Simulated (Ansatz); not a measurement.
**GaH₇N₂F₄: ⁶⁹Ga nuclear quadrupole resonance**

Cell: a Materials Project structure (computed, not necessarily an observed phase), ions relaxed with PBE at fixed cell.

Space group C2/m (No. 12); a = 10.7162, b = 6.8525, c = 7.5767 Å, β = 119.18°.

```
site  Wyckoff  site symmetry       x       y       z
 Ga1       2a            2/m  0.0000  0.0000  0.0000
 Ga2       2c            2/m  0.0000  0.0000  0.5000
  H3       4i              m  0.2128  0.0000  0.9327
  H4       4i              m  0.4517  0.0000  0.8005
  H5       8j              1  0.3036  0.1202  0.6394
  H7       8j              1  0.7391  0.1213  0.8528
  H9       4i              m  0.3982  0.0000  0.5482
 N17       4i              m  0.7922  0.0000  0.9358
 N18       4i              m  0.3665  0.0000  0.6553
 F21       4g              2  0.5000  0.2230  0.0000
 F23       4i              m  0.0697  0.0000  0.3026
 F24       8j              1  0.6382  0.3018  0.6470
```

One atom of each set is listed; the run and its k-mesh use a cell of 28 atoms with edges of 6.36, 6.36, 7.58 Å.

All values are calculated (Ansatz; DFT, PBE, plane waves and PAW, scalar-relativistic, 420 eV cutoff, Γ-centred 4×4×3 k-points, Fermi–Dirac smearing 0.02 eV), not measured.

⁶⁹Ga: I = 3/2, Q = 171.0 mb (year-2017 value). Static lattice, zero field.

Sites with a gradient: Ga1 (1 atom; 4 F at 1.90–2.04 Å, 2 N at 2.03 Å); Ga2 (1 atom; 6 F at 1.92–1.97 Å).

**Question.** The simulated spectrum has lines at 8.34, 22.9 MHz. Sort them into the sets that belong together, and say which site each set most likely comes from.

**Answer.** For I = 3/2 there is one line, ν = (|C_Q|/2)(1 + η²/3)^½. Ga1: 22.9 MHz (|C_Q| = 44.7 MHz, η = 0.40). Ga2: 8.34 MHz (|C_Q| = 16.7 MHz, η = 0.07).

The sites follow from the calculation. Like point charges on the first shell alone (each adding as 1/d³) would give the same order.
